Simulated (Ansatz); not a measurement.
A relaxed cell of Rb4Sb is given with its symmetry left out. The cell was found from a structure generator's guess, not taken from experiment.

The calculation used Ansatz 0.2.0, DFT PBE, scalar-relativistic, plane waves, PAW. Cutoff 420 eV, Γ-centred mesh, Gaussian smearing, no spin polarisation.

```
Rb Sb
1.0
    -4.38010    4.38010    4.38010
     4.38010   -4.38010    4.38010
     4.38010    4.38010   -4.38010
Rb Sb
4 1
Direct
  0.50000 0.50000 0.50000
  0.00000 0.00000 0.50000
  0.00000 0.50000 0.00000
  0.50000 0.00000 0.00000
  0.00000 0.00000 0.00000
```

The zero of energy is the elements' standard structures at the same level; no fitted shifts are applied.

Task: What space group does it have?

Result: Im-3m (No. 229). Conventional cell: a = 8.760 Å. Around Rb lie 2 Sb at 3.79 Å and 6 Rb at 4.38 Å; Sb is surrounded by 8 Rb at 3.79 Å.

Task: What is its formation energy per atom?

Result: −0.20 eV/atom. A negative formation energy is needed for stability but isn't enough: competing phases decide.

Task: Is it a metal?

Result: Yes, bands cross the Fermi level on the 6×6×6 mesh.

The last run used a 6×6×6 mesh for its 5-atom cell and Gaussian smearing of 0.10 eV. Spin–orbit coupling, which can matter for Sb, is left out. Symmetry constrained the relaxation, so the result can be a saddle point.
